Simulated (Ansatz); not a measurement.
With DFT-PBEsol in the program Ansatz with PAW potentials, SiBCN in the trigonal phase (R3m; B on 3a, N on 3a, Si on 3a, C on 3a) relaxes to a = 2.830 Å, c = 13.926 Å. B has 4 nearest neighbours from 1.68 Å (tetrahedral); N has 4 nearest neighbours from 1.73 Å (tetrahedral); Si has 4 nearest neighbours from 1.79 Å (tetrahedral); C has 4 nearest neighbours from 1.68 Å (tetrahedral). Against the elements it lies at -0.45 eV/atom, with no fitted shifts.

The Kohn–Sham gap is 0.14 eV (indirect). The valence maximum lies at Γ and the conduction minimum at F (3 equivalent valleys). The screened hybrid HSE06 puts the gap at 1.17 eV. Electrons at the band edge weigh 0.26, 0.31, 0.61 mₑ (principal values).

The relaxed-ion elastic constants in GPa are C11 = 632, C12 = 116, C13 = 92.3, C14 = -62.5, C33 = 552, C44 = 180. The elastic constants imply a Debye temperature near 1310 K. Perturbation theory gives ε∞ = 6.13 (xx = yy), 6.70 (zz). Letting the ions move raises it to ε0 = 10.3 (xx = yy), 12.1 (zz). Born charges are B +1.54, N -2.61, Si +3.13, C -2.06 e. Without the LO–TO term the highest mode at Γ lies at 29.18 THz.

The start of the workflow was typed in or built on a structure type; neither database checked (COD, Materials Project) lists it. Its standing as an ambient phase is unchecked. The PBEsol relaxation kept the symmetry of its start; its stability against distortions is not shown here. The volume moved by -19 % from the start of the relaxation. The references are the lowest solids computed at this level, not always the standard phases (solids in place of the gases).

Potentials: the earlier of the program's two PAW sets. The files were generated under PBE; for other functionals the program regenerates the frozen cores, and for LDA and PBEsol the local potential too.
